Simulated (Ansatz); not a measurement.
Relaxed-ion elastic tensor of GaRu3C (anti-perovskite, Pm-3m) in GPa (Voigt order), the program Ansatz at the r²SCAN level (PAW); density 10.02 g/cm³, 12.76 Å³ per atom.

```
531  136  136  0.0  0.0  0.0
136  531  136  0.0  0.0  0.0
136  136  531  0.0  0.0  0.0
0.0  0.0  0.0  103  0.0  0.0
0.0  0.0  0.0  0.0  103  0.0
0.0  0.0  0.0  0.0  0.0  103
```

Q: Is the crystal mechanically stable?

A: Yes: the smallest eigenvalue of C is 103 GPa.

Q: Work out the Voigt, Reuss and Hill averages.

A: K_V = 268, K_R = 268, K_H = 268; G_V = 141, G_R = 127, G_H = 134 GPa.

Q: Give Young's modulus, Poisson's ratio, Pugh's ratio and the universal anisotropy index.

A: E = 9KG/(3K + G) = 345 GPa; ν = 0.29; K/G = 2.00 (ductile by the Pugh limit of 1.75); A_U = 5G_V/G_R + K_V/K_R − 6 = 0.53.

Q: Estimate the sound speeds and the Debye temperature.

A: v_l = √((K + 4G/3)/ρ) = 6680 m/s, v_t = √(G/ρ) = 3660 m/s, mean 4080 m/s; Θ = (h/k)(3n/4πV)^(1/3) v_m = 520 K.

Q: Give the Zener ratio and Young's modulus along [100], [110] and [111].

A: A = 2C44/(C11 − C12) = 0.52; 1/E = S11 − 2(S11 − S12 − S44/2)Γ with Γ = 0, 1/4, 1/3 gives 476, 306, 274 GPa.

Q: Solve the Christoffel equation for the three sound speeds along [100], [110], [111].

A: Eigenvalues of C_ijkl n_j n_l equal ρv². In km/s, slowest first: [100] 3.21, 3.21, 7.28; [110] 3.21, 4.44, 6.60; [111] 4.07, 4.07, 6.36.

The start of the workflow was typed in or built on a structure type; neither database checked (COD, Materials Project) lists it. Whether it is the stable phase at ambient conditions was not checked. The cell was relaxed with r²SCAN under the symmetry of its start; its stability against distortions is not shown here. No spin polarisation was allowed. As this level gives no gap, shear constants depend on the k-mesh and smearing (Fermi–Dirac, 0.1 eV here).

Potentials: the later of the program's two PAW sets.
